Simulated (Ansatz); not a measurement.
HfRu:
Space group Pm-3m (No. 221); a = b = c = 3.230 Å, α = β = γ = 90.00°

| atom | site | symmetry | x | y | z |
|---|---|---|---|---|---|
| Ru | 1b | m-3m | 0.5000 | 0.5000 | 0.5000 |
| Hf | 1a | m-3m | 0.0000 | 0.0000 | 0.0000 |

Relaxed with r²SCAN.

**Question.** Tabulate the valence density and the electron localisation function along the shortest Hf–Hf contact (3.23 Å), r²SCAN (plane waves, PAW; program Ansatz).

**Answer.** 

| distance from Hf (Å) | density (e/Å³) | ELF |
|---|---|---|
| 0.32 | 22.68 | 0.84 |
| 0.48 | 12.89 | 0.84 |
| 0.65 | 5.88 | 0.76 |
| 0.81 | 2.22 | 0.54 |
| 0.97 | 0.77 | 0.24 |
| 1.13 | 0.32 | 0.10 |
| 1.29 | 0.21 | 0.10 |
| 1.45 | 0.18 | 0.17 |
| 1.62 | 0.18 | 0.23 |
| 1.78 | 0.18 | 0.17 |
| 1.94 | 0.21 | 0.10 |
| 2.10 | 0.32 | 0.10 |
| 2.26 | 0.77 | 0.24 |
| 2.42 | 2.22 | 0.54 |
| 2.58 | 5.88 | 0.76 |
| 2.75 | 12.89 | 0.84 |
| 2.91 | 22.68 | 0.84 |

The density is the valence pseudo-density with augmentation charge, so density and ELF within about 1 Å of a nucleus are not all-electron values.

The workflow started from an entry of the Crystallography Open Database (COD). Whether it is the stable phase at ambient conditions was not checked. The r²SCAN relaxation kept the symmetry of its start; its stability against distortions is not shown here. No spin polarisation was allowed. Scalar-relativistic: spin–orbit coupling is off unless named, which matters more the heavier the elements.

Potentials: the later of the program's two PAW sets.
